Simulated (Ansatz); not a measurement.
# Two-dimensional strain map in Ta

These are results of DFT PBEsol, scalar-relativistic, plane waves, PAW in Ansatz 0.2.0, not measurements. Settings: plane waves to 420 eV, k-mesh 26×26×26 (Γ-centred), Gaussian smearing 0.15 eV. Spin–orbit coupling is left out, which can shift energies with elements as heavy as these. No spin polarisation. Energies are free energies at this smearing, counted from the undisturbed cell; pressure is positive in compression.

The starting cell (relaxed at this level; with this scan's settings it stands at 0.3 GPa):

```
CELL_PARAMETERS angstrom
-1.64026 1.64026 1.64026
1.64026 -1.64026 1.64026
1.64026 1.64026 -1.64026
ATOMIC_POSITIONS crystal
Ta 0.00000 0.00000 0.00000
```

The cell is strained by p along both x and y and by q along z, fractional coordinates fixed. Points are written (p, q).

Energy above the undisturbed cell in meV/atom (a dash: not computed):

```csv
p \ q,-0.080,-0.040,0.000,0.040,0.080
-0.080,832.0,571.7,396.0,285.1,224.0
-0.040,356.6,187.1,?,?,?
0.000,116.9,28.6,0.0,22.4,84.1
0.040,52.2,38.3,70.9,145.2,253.1
0.080,118.7,168.5,259.6,?,527.1
```

Problem. Fill in the withheld energies.

Solution. (-0.040, 0.000): 90.6; (-0.040, 0.040): 51.8; (-0.040, 0.080): 57.9; (0.080, 0.040): 380.3.